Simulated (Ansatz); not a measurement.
**Ionic part of the dielectric constant of MgS, mode by mode**

Computed with Ansatz 0.2.0, DFT r2SCAN+D3(BJ), scalar-relativistic, plane waves, PAW. Cutoff 500 eV, 8×8×8 k-points (Γ-centred), fixed occupations. No spin polarisation. Phonons by linear response, acoustic sum rule imposed.

Symmetry: F-43m, No. 216, cubic system. Conventional cell: a = 5.635 Å, b = 5.635 Å, c = 5.635 Å, α = 90.00°, β = 90.00°, γ = 90.00°. Mg (site symmetry -43m) is surrounded by 4 S at 2.44 Å. S (site symmetry -43m) is surrounded by 4 Mg at 2.44 Å.

The cell is the ideal cubic zincblende prototype; this isn't the usual structure of the compound.

The primitive cell has V = 44.72 Å³ and ε∞,yy = 3.766. Each polar mode adds Δε = (4.92064×10⁷/V)·S/ν² along y, with S its oscillator strength in e²/amu, ν in cm⁻¹ and V in Å³.

Question: From these modes, find each Δε and ε0,yy.
| ν (cm⁻¹) | S_yy (e²/amu) |
| --- | --- |
| 343.7 | 0.2566 |

Answer:
| ν (cm⁻¹) | Δε |
| --- | --- |
| 343.7 | 2.39 |

The sum is 2.390, so ε0,yy = 6.16; the run's tensor has 6.16.

Question: Where do the longitudinal modes lie for a wave vector along y?

Answer: At 439 cm⁻¹. The Lyddane–Sachs–Teller product Π(ν_LO/ν_TO)² = 1.63 matches ε0/ε∞ = 1.63.

Cost: 1 run of about 5.3 core-minutes, on Intel Xeon Processor @ 2.50GHz (Skylake/Cascade Lake) (shared hosts).